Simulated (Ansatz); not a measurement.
Ge (diamond)

```xyz
2
Lattice="0.0000 2.8372 2.8372 2.8372 0.0000 2.8372 2.8372 2.8372 0.0000" Properties=species:S:1:pos:R:3 pbc="T T T"
Ge     2.8372     2.8372     2.8372
Ge     4.2558     4.2558     4.2558
```

In each cell atom 2 (Ge, nearest neighbour Ge at 2.457 Å; its periodic images, 4.0 Å or more away, move with it) moves by s·(0.000, 0.000, 1.000) (along Cartesian z), the rest being held.

Computed with r2SCAN (plane waves to 500 eV, PAW, scalar-relativistic; Ansatz, a quantum-chemistry and plane-wave program). k mesh 8×8×8 (Γ-centred), Fermi-Dirac smearing 0.05 eV. As the smearing reaches across the gap at some points, energies and forces of such displacements shift with the k mesh and the smearing. F∥ is the force on the atom along that direction. Ge was relaxed with its symmetry unable to fall. 

| s (Å) | F∥ (eV/Å) |
|---|---|
| -0.740 | 4.888 |
| -0.592 | 4.637 |
| -0.444 | 4.093 |
| -0.296 | 3.039 |
| -0.148 | 1.656 |
| 0.000 | 0.000 |
| 0.148 | -1.656 |
| 0.296 | -3.039 |
| 0.444 | -4.093 |
| 0.592 | -4.637 |
| 0.740 | -4.888 |

Problem. What is the force constant k = d²E/ds² of this move at s = 0?

Solution. 11.5 eV/Å². The forces along the line at the two nearest points give (1.656 − (-1.656)) / (2·0.148) = 11.19 eV/Å²; the next pair corrects for the finite step.

Problem. With two atoms in the cell this is the zone-centre optical mode. What wavenumber follows?

Solution. 293 cm⁻¹. Reduced mass μ = 36.31 u; ν̃ = 521.5·√(k/μ) with k = 11.50 eV/Å².

(For displaced atoms, the force is minus the slope of the energy, and its curvature is a force constant, which sets phonon frequencies.)
